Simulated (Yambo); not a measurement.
Rb₂ScAgF₆ (space group Fm-3m, No. 225), G0W0@LDA in Yambo; all else as in the reference (2×2×2 Γ-centred k mesh, bands 6 to 273 and a 7 Ry block in the screening, 273 bands in G with the Bruneval-Gonze terminator, plasmon pole fitted at 27.2 eV). One parameter is varied: the cutoff of the wavefunctions in Yambo, over 10, 20, 30, 50, 86 Ry.

Problem. From which value on does the gap L → Γ stay within 0.05 eV of the largest setting?

Solution. From 50 Ry on.
```json
[
 {"cutoff of the wavefunctions in Yambo (Ry)": "10", "G0W0 gap (eV)": "4.98", "valence shift (eV)": "-0.32"},
 {"cutoff of the wavefunctions in Yambo (Ry)": "20", "G0W0 gap (eV)": "6.13", "valence shift (eV)": "-1.60"},
 {"cutoff of the wavefunctions in Yambo (Ry)": "30", "G0W0 gap (eV)": "6.47", "valence shift (eV)": "-1.98"},
 {"cutoff of the wavefunctions in Yambo (Ry)": "50", "G0W0 gap (eV)": "6.53", "valence shift (eV)": "-2.05"},
 {"cutoff of the wavefunctions in Yambo (Ry)": "86", "G0W0 gap (eV)": "6.53", "valence shift (eV)": "-2.05"}
]
```
The last step of the sweep still moves the gap by 0 meV; the other settings are held fixed.

Spin-orbit coupling is not included.

Geometry of the Materials Project entry, not relaxed at this level; primitive cell a = b = c = 6.3541 Å, α = β = γ = 60.00°.

The structure is a Materials Project entry; no match was found in the copy of COD used, and its stability was not checked.

A shift is the quasiparticle energy of the state minus its LDA energy.
